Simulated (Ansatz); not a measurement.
**LiPb: where the heat goes in a short trajectory**

Theory: Ansatz, DFT PBEsol, scalar-relativistic, plane waves, PAW. Settings: plane waves to 420 eV, k-mesh 2×2×2 (shifted by 0.5, 0.5, 0.5 steps), Fermi–Dirac smearing 0.22 eV. The mesh is coarse. Spin–orbit coupling is left out, which can shift energies with elements as heavy as these. No spin polarisation.

16 atoms start on the lattice sites below (V = 384.5 Å³, 1.10 times the source cell's; static pressure -4.08 GPa, largest force component 0.00 eV/Å) with velocities drawn for 2600 K; Langevin thermostat aiming at the same temperature, at which the real crystal may have melted, fixed cell, 55 steps of 1.5 fs.

```xyz
16
Lattice="0.0000 0.0000 7.2714 7.2714 0.0000 0.0000 0.0000 7.2714 0.0000" Properties=species:S:1:pos:R:3 pbc="T T T"
Li    1.8178    1.8178    1.8178
Li    1.8178    1.8178    5.4535
Li    1.8178    5.4535    1.8178
Li    1.8178    5.4535    5.4535
Li    5.4535    1.8178    1.8178
Li    5.4535    1.8178    5.4535
Li    5.4535    5.4535    1.8178
Li    5.4535    5.4535    5.4535
Pb    0.0000    0.0000    0.0000
Pb    0.0000    0.0000    3.6357
Pb    0.0000    3.6357    0.0000
Pb    0.0000    3.6357    3.6357
Pb    3.6357    0.0000    0.0000
Pb    3.6357    0.0000    3.6357
Pb    3.6357    3.6357    0.0000
Pb    3.6357    3.6357    3.6357
```

```
t (fs) T (K) kinetic energy (meV/atom) potential energy over the first frame (meV/atom) P with the kinetic part (GPa)
   0.0   2438                      315.1                                               0.0                          -2.68
   6.0   2102                      271.7                                              15.6                          -2.63
  12.0   1827                      236.1                                              59.1                          -2.16
  18.0   1289                      166.6                                             109.6                          -1.77
  24.0   1516                      196.0                                             145.2                          -1.11
  30.0   1878                      242.8                                             146.5                          -0.83
  36.0   1534                      198.3                                             145.9                          -1.01
  42.0   1931                      249.6                                             128.5                          -1.02
  48.0   1995                      257.9                                             118.6                          -1.14
  54.0   2121                      274.1                                             115.2                          -1.11
  60.0   2651                      342.7                                             115.8                          -0.76
  66.0   2822                      364.7                                             120.6                          -0.53
  72.0   2814                      363.7                                             139.0                          -0.20
  78.0   2710                      350.3                                             170.7                           0.19
```

T counts 3N degrees of freedom. Means over every step of the second half, not only the rows shown: T = 2504 K, kinetic energy 323.6 meV/atom, potential energy 133.2 meV/atom, P = -0.56 GPa.

Task: Does the potential energy follow equipartition for harmonic vibrations?

Result: In a harmonic crystal each vibration holds as much potential as kinetic energy on average; T is counted on all 3N degrees of freedom here, and the thermostat also drives the centre of mass, which has no potential energy, so the share is (N − 1)/N of the kinetic energy, 303.4 meV/atom. The run has 133.2, a ratio of 0.44. The deficit can mean that slow modes haven't yet taken up their share, that the thermostat is still feeding kinetic energy, or that the atoms found a lower arrangement than the start. So short a run gives a rough mean. Electronic entropy is part of the potential energy at this smearing.

Task: Split the rise of pressure into the kinetic part and the rest. Can a thermal Grüneisen parameter be estimated?

Result: The program counts the kinetic part as N k_B T/V = 1.44 GPa. The pressure lies 3.53 GPa over the static one in all, so the forces add 2.09 GPa. The potential energy lies far under its harmonic share, so slow or unstable modes may dominate and no γ is drawn.